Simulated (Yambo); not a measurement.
**Convergence of the G0W0 gap of TaAgO₃**

G0W0@PBEsol for TaAgO$_{3}$ (space group R-3c, No. 167) in Yambo. Reference settings: 2×2×2 Γ-centred k mesh, bands 11 to 207 and a 7 Ry block in the screening, 207 bands in G with the Bruneval-Gonze terminator, plasmon pole fitted at 27.2 eV. The PBEsol gap L → F on this mesh is 1.94 eV; G0W0 gaps are taken between the same points.

```json
[
 {"change from the reference": "reference settings", "G0W0 gap L → F (eV)": "3.63", "shift of the valence edge (eV)": "-0.65", "rough Yambo cost": "1"},
 {"change from the reference": "96 bands in W, 96 bands in G", "G0W0 gap L → F (eV)": "3.88", "shift of the valence edge (eV)": "-0.52", "rough Yambo cost": "about 1/3"},
 {"change from the reference": "143 bands in W, 143 bands in G", "G0W0 gap L → F (eV)": "3.70", "shift of the valence edge (eV)": "-0.58", "rough Yambo cost": "within a factor of two"},
 {"change from the reference": "96 bands in G", "G0W0 gap L → F (eV)": "3.69", "shift of the valence edge (eV)": "-0.63", "rough Yambo cost": "–"},
 {"change from the reference": "143 bands in G", "G0W0 gap L → F (eV)": "3.64", "shift of the valence edge (eV)": "-0.64", "rough Yambo cost": "–"},
 {"change from the reference": "111 bands in W", "G0W0 gap L → F (eV)": "3.77", "shift of the valence edge (eV)": "-0.55", "rough Yambo cost": "about 1/2"},
 {"change from the reference": "1 Ry block", "G0W0 gap L → F (eV)": "4.99", "shift of the valence edge (eV)": "-1.35", "rough Yambo cost": "within a factor of two"},
 {"change from the reference": "3 Ry block", "G0W0 gap L → F (eV)": "3.90", "shift of the valence edge (eV)": "-0.75", "rough Yambo cost": "within a factor of two"},
 {"change from the reference": "6 Ry block", "G0W0 gap L → F (eV)": "3.63", "shift of the valence edge (eV)": "-0.62", "rough Yambo cost": "within a factor of two"},
 {"change from the reference": "pole fitted at 15 eV", "G0W0 gap L → F (eV)": "3.64", "shift of the valence edge (eV)": "-0.58", "rough Yambo cost": "–"},
 {"change from the reference": "no random integration", "G0W0 gap L → F (eV)": "3.56", "shift of the valence edge (eV)": "-0.38", "rough Yambo cost": "–"},
 {"change from the reference": "96 bands in G, no terminator", "G0W0 gap L → F (eV)": "3.77", "shift of the valence edge (eV)": "0.02", "rough Yambo cost": "–"},
 {"change from the reference": "143 bands in G, no terminator", "G0W0 gap L → F (eV)": "3.65", "shift of the valence edge (eV)": "-0.22", "rough Yambo cost": "–"},
 {"change from the reference": "no terminator", "G0W0 gap L → F (eV)": "3.61", "shift of the valence edge (eV)": "-0.40", "rough Yambo cost": "–"}
]
```

The reference isn't shown to be the converged limit. Costs are rough (shared machines), scaled to the same edge states, and given only for runs that recompute the screening. In the run with 207 bands and a 7 Ry block, which covers more k points, the smallest G0W0 gap is 3.47 eV, Γ → F. The mesh misses a band edge: along a dense path the PBEsol gap is 1.88 eV against 1.94 eV on the mesh.

Spin-orbit coupling is left out, which matters for elements this heavy: edges can move by tenths of an eV.

Geometry of the Materials Project entry, not relaxed at this level; primitive cell a = b = c = 5.651 Å, α = β = γ = 59.12°.

The structure is a Materials Project entry; no match was found in the copy of COD used, and its stability was not checked.

A shift is the quasiparticle energy of the state minus its PBEsol energy.
